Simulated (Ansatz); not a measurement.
## Profile along the I–Na line in NaI (rock salt)

NaI (rock salt)

```yaml
crystal:
  lattice:
    - [0.00000, 3.26452, 3.26452]
    - [3.26452, 0.00000, 3.26452]
    - [3.26452, 3.26452, 0.00000]
  atoms:
    - { symbol: I, position: [0.00000, 0.00000, 0.00000] }
    - { symbol: Na, position: [0.50000, 0.50000, 0.50000] }
```

Fields along a shortest I–Na line of a {110} plane (3.26 Å), from I to Na, interpolated on the slice's grid (step about 0.3 Å). All values below come from PBE (plane waves to 420 eV, PAW, scalar-relativistic; Ansatz, an electronic-structure program). k mesh 9×9×9. These are valence fields of a PAW run, semicore shells included where kept as valence: close to a nucleus they are smooth pseudo fields. NaI was relaxed with its symmetry unable to fall. Spin-orbit coupling is left out, though I is heavy.

```csv
distance from I (Å),valence electron density (e/Å³),electron localisation function
0.00,19.09,x
0.16,17.71,x
0.33,13.25,x
0.49,7.29,x
0.65,2.81,0.52
0.81,1.10,0.61
0.98,0.68,0.68
1.14,0.49,0.74
1.30,0.30,0.79
1.47,0.19,0.80
1.63,0.12,0.67
1.79,0.08,0.32
1.96,0.06,0.04
2.12,0.06,0.01
2.28,0.10,0.12
2.44,0.30,0.34
2.61,1.34,0.56
2.77,5.15,x
2.93,12.00,x
3.10,18.42,x
3.26,20.76,x
```

x: too close to a nucleus for the ELF to mean much.

Density on the I–Na line (3.26 Å) at its density minimum, 2.0 Å from I: 0.06 e/Å³. ELF at that point: 0.0. ELF maximum in the middle third of the I–Na line: 0.80, 1.5 Å from I.
